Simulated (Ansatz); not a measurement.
TaGeO₃:
Space group P4mm (No. 99); a = 4.058 Å, b = 4.058 Å, c = 3.934 Å, α = 90.00°, β = 90.00°, γ = 90.00°

| atom | site | symmetry | x | y | z |
|---|---|---|---|---|---|
| Ta | 1b | 4mm | 0.5000 | 0.5000 | 0.5180 |
| Ge | 1a | 4mm | 0.0000 | 0.0000 | 0.1983 |
| O | 2c | 2mm. | 0.0000 | 0.5000 | 0.4833 |
| O | 1b | 4mm | 0.5000 | 0.5000 | 0.0072 |

This is the PBEsol-relaxed structure.

Problem. All from the program Ansatz at the PBEsol level (PAW), unless another level is named. Predict the electronic character.

Solution. metallic (no gap).

Problem. Predict the formation energy from the elements (no fitted shifts).

Solution. -1850 meV/atom.

Problem. And the density of states at the Fermi level?

Solution. 0.37 states/eV per atom (mean over ±0.08 eV).

The start of the workflow was typed in or built on a structure type; neither database checked (COD, Materials Project) lists it. Its standing as an ambient phase is unchecked. The PBEsol relaxation kept the symmetry of its start. At this level the phase is dynamically unstable (imaginary phonons). The run is not spin-polarised. With an odd number of electrons in the cell and no spin polarisation, the count alone makes it a metal. The references are the lowest solids computed at this level, not always the standard phases (solids in place of the gases). Scalar-relativistic: spin–orbit coupling is off unless named, which matters more the heavier the elements.

Potentials: the later of the program's two PAW sets.
